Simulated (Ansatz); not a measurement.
Data:

LiH:
```
LiH
1.0
    0.00000     1.95476     1.95476
    1.95476     0.00000     1.95476
    1.95476     1.95476     0.00000
Li H
1 1
Cartesian
  0.00000   0.00000   0.00000
  1.95476   1.95476   1.95476
```

This is the LDA-relaxed structure.

Problem. All from LDA (plane waves, PAW; program Ansatz), unless another level is named. Give the band gap.

Solution. 2.54 eV (direct).

Problem. Predict the valence-band maximum.

Solution. at X.

Problem. Predict the weight of the conduction-edge state by species (Voronoi cells).

Solution. Li 53 %, H 47 %.

Space group Fm-3m (rock salt). The cell was relaxed with LDA under the symmetry of its start; phonons on a q-mesh show no instability.

Potentials: the later of the program's two PAW sets.
